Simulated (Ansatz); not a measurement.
## Property card for WBrF4

These are results of Ansatz, DFT PBE, scalar-relativistic, plane waves, PAW, not measurements.

Plane waves to 420 eV, a k mesh through Γ of 10×10×10 on the computed 6-atom cell and Gaussian smearing (0.10 eV); collinear spin from starting moments 1.1 0.0 0.0 0.0 0.0 0.0 μB.

The structure is relaxed at this level of theory with its symmetry kept, and needn't be the ground state of this composition.

```
CELL_PARAMETERS angstrom
0.00000 3.20792 3.20792
3.20792 0.00000 3.20792
3.20792 3.20792 0.00000
ATOMIC_POSITIONS crystal
W 0.00000 0.00000 0.00000
Br 0.75000 0.75000 0.75000
F 0.37383 0.87851 0.37383
F 0.37383 0.37383 0.87851
F 0.37383 0.37383 0.37383
F 0.87851 0.37383 0.37383
```

* Space group: F-43m (No. 216)
* Volume per atom: 11.00 Å³
* Formation energy from the elements' standard states (uncorrected): -0.130 eV/atom
* Kohn–Sham band gap: none (metal)
* Density of states at the Fermi level: 3.3 states/eV per cell
* Orbital (Löwdin) character within 0.5 eV of the Fermi level: F 2p 53 %, W 5d 43 %
* Bader charge by site (e): W (1 in the cell) 2.16, Br (1 in the cell) 0.09, F (4 in the cell) -0.56
* Total moment: 0.99 μB per cell
* Moment by site (μB): W1 1.05, Br2 -0.10, F3 -0.06, F4 -0.06, F5 -0.06, F6 -0.06

Spin-orbit coupling is left out, which matters for the bands of heavy elements.

Only this magnetic start was tried.

Another cell of WBrF4 relaxed alike, in Cmmm, lies 1.59 eV/atom lower, so this cell isn't the stable form at this level.

The cell was found from a structure generator's guess, not taken from experiment. Löwdin shares on free-atom orbitals overweight diffuse shells.
